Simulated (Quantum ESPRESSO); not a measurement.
Inputs of pw.x and gipaw.x (a modified build of Quantum ESPRESSO, PBE) for CdSe; the starting potential comes from an earlier run on another mesh:

```
&CONTROL
  calculation = 'scf'
  prefix = 'x'
  pseudo_dir = './pseudo'
  outdir = './out'
  tprnfor = .true.
/
&SYSTEM
  ibrav = 0
  nat = 2
  ntyp = 2
  ecutwfc = 40
  ecutrho = 160
  occupations = 'fixed'
  nbnd = 9
/
&ELECTRONS
  conv_thr = 1e-11
  startingpot = 'file'
/
ATOMIC_SPECIES
Cd 112.414 Cd.GGA_PBE-JTH.UPF
Se 78.971 Se.GGA_PBE-JTH.UPF
CELL_PARAMETERS angstrom
    0.000000000000     3.070270000000     3.070270000000
    3.070270000000     0.000000000000     3.070270000000
    3.070270000000     3.070270000000     0.000000000000
ATOMIC_POSITIONS crystal
Cd     0.000000000000     0.000000000000     0.000000000000
Se     0.750000000000     0.750000000000     0.750000000000
K_POINTS automatic
7 7 7 1 1 1
```

```
&INPUTGIPAW
  job = 'nmr'
  prefix = 'x'
  tmp_dir = './out/'
  restart_mode = 'from_scratch'
  pawproj(1) = .true.
  pawproj(2) = .true.
  use_nmr_macroscopic_shape = .false.
/
```

Geometry: a computed entry of the Materials Project; it was not checked against measured cells. It is CdSe in F-43m. Stability against distortions was not tested.

Problem. What does gipaw.x print for the total shieldings?

Solution. 
```
     Total NMR chemical shifts in ppm: ---------------------------------------
     (adopting the Simpson convention for anisotropy and asymmetry)-----------

     Atom  1  Cd  pos: (  0.000000  0.000000  0.000000)  Total sigma:        2941.16
          2941.1557          0.0000          0.0000
             0.0000       2941.1557          0.0000
             0.0000          0.0000       2941.1557

     Cd      1    anisotropy:      0.00    eta:    0.0000
     Cd      1    sigma_11=   2941.16
     Cd      1    sigma_22=   2941.16
     Cd      1    sigma_33=   2941.16

     Atom  2  Se  pos: (  1.060660  1.060660  1.060660)  Total sigma:        2064.94
          2064.9415         -0.0000         -0.0000
            -0.0000       2064.9415          0.0000
            -0.0000          0.0000       2064.9415

     Se      2    anisotropy:     -0.00    eta:    0.0000
     Se      2    sigma_11=   2064.94
     Se      2    sigma_22=   2064.94
     Se      2    sigma_33=   2064.94
```
The printed anisotropy is 3/2 (σ_33 − σ_iso) in the program's own order; the axes are left out here. All sites are cubic, so the anisotropy vanishes by symmetry. These are absolute shieldings with no macroscopic susceptibility term; δ = σ_ref − σ needs a reference computed alike. By our sweeps, such settings leave a few ppm in absolute σ on light atoms and up to some 20 ppm from Zn on. Spin–orbit coupling is left out; its weight grows with the heaviest atom, Cd here. No d partial waves on Se: the paramagnetic term there is incompletely reconstructed. The band gap at this level is small, which makes the paramagnetic part of σ large and sensitive to the functional. The structure is static (0 K, no zero-point motion).
